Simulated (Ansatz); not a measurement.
## SiH₃F: checking a database structure before trusting its electric field gradients

The cell is a Materials Project structure (computed, not necessarily an observed phase).

```cif
data_SiH3F
_symmetry_space_group_name_H-M 'P2_1/c'
_symmetry_Int_Tables_number 14
_cell_length_a 4.8659
_cell_length_b 7.9941
_cell_length_c 8.6502
_cell_angle_alpha 90.000
_cell_angle_beta 115.071
_cell_angle_gamma 90.000
loop_
_atom_site_label
_atom_site_type_symbol
_atom_site_symmetry_multiplicity
_atom_site_Wyckoff_symbol
_atom_site_fract_x
_atom_site_fract_y
_atom_site_fract_z
Si Si 4 e 0.8953 0.7698 0.0909
H5 H 4 e 0.2151 0.7816 0.2198
H9 H 4 e 0.6875 0.8813 0.1284
H13 H 4 e 0.7864 0.9061 0.5613
F F 4 e 0.8906 0.8344 0.9093
```

One atom of each set is listed.

The numbers come from a DFT calculation in Ansatz (PBE, plane waves and PAW, scalar-relativistic, 420 eV cutoff, Γ-centred 7×4×4 k-points, Fermi–Dirac smearing 0.05 eV).

Task: Do the atoms and the cell lie near the calculated equilibrium?

Result: Nearly. The largest force is 0.21 eV/Å, on atom 1 (Si: 3 H at 1.48–1.49 Å, 1 F at 1.64 Å), and the pressure is 0.1 GPa. Relaxing the atoms is still advisable, since electric field gradients respond to shifts of a few hundredths of an ångström.
